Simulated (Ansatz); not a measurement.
Here is the system:

Bi2S3:
```
Bi2S3
1.0
    3.99618     0.00000     0.00000
   -1.99809     3.46079     0.00000
    0.00000     0.00000     9.55135
Bi S
2 3
Direct
  0.33333   0.66667   0.19350
  0.66667   0.33333   0.80650
  0.00000   0.00000   0.00000
  0.33333   0.66667   0.65583
  0.66667   0.33333   0.34417
```

This is the PBEsol-relaxed structure. Tensor components refer to the Cartesian frame of this cell.

### Question
All from PBEsol (plane waves, PAW; program Ansatz), unless another level is named. Predict the Hill bulk and shear moduli.

### Answer
24.3 and 13.4 GPa.

### Question
Next, the elastic constants (relaxed ions, GPa)?

### Answer
C11 = 81.2, C12 = 25.4, C13 = 10.8, C14 = -0.1, C33 = 19.3, C44 = 6.0.

Space group P-3m1 (La2O3 or Ni2Al3 type). The cell is a constructed one: a structure type filled with these elements; neither database checked (COD, Materials Project) lists it. COD files the formula under space group No. 62. Whether it is the stable phase at ambient conditions was not checked. Symmetry was held in the PBEsol relaxation; its stability against distortions is not shown here. Spin–orbit coupling is left out wherever it is not named.

Potentials: the earlier of the program's two PAW sets. The files were generated under PBE; for other functionals the program regenerates the frozen cores, and for LDA and PBEsol the local potential too.
